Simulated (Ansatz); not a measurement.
## Te3O2: computed properties

Level of theory: DFT PBE, scalar-relativistic, plane waves, PAW in Ansatz.

Settings: cutoff 420 eV, Γ-centred mesh 10×10×10 on the computed 5-atom cell, Gaussian smearing of 0.10 eV; no spin polarisation.

The structure is relaxed at this level of theory with its symmetry kept, and needn't be the ground state of this composition.

```
Te O
1.0
    -2.91728    2.91728    4.36194
     2.91728   -2.91728    4.36194
     2.91728    2.91728   -4.36194
Te O
3 2
Direct
  0.63093 0.13093 0.50000
  0.13093 0.63093 0.50000
  0.72549 0.72549 0.00000
  0.41490 0.91490 0.50000
  0.91490 0.41490 0.50000
```

* Space group: I4mm (No. 107)
* Volume per atom: 29.70 Å³
* Formation energy from the elements' standard states (uncorrected): -0.096 eV/atom
* Kohn–Sham band gap: none (metal)
* Density of states at the Fermi level: 2.9 states/eV per cell
* Orbital (Löwdin) character within 0.5 eV of the Fermi level: Te 5p 66 %, O 2p 29 %
* Bader charge by site (e): Te (2 in the cell) 1.04, Te (1 in the cell) 0.01, O (2 in the cell) -1.04

Spin-orbit coupling is left out, which matters for the bands of heavy elements.

Another cell of Te3O2 relaxed alike, in R-3m, lies 216 meV/atom lower, so this cell isn't the stable form at this level.

The cell was found from a structure generator's guess, not taken from experiment. Löwdin shares on free-atom orbitals overweight diffuse shells.
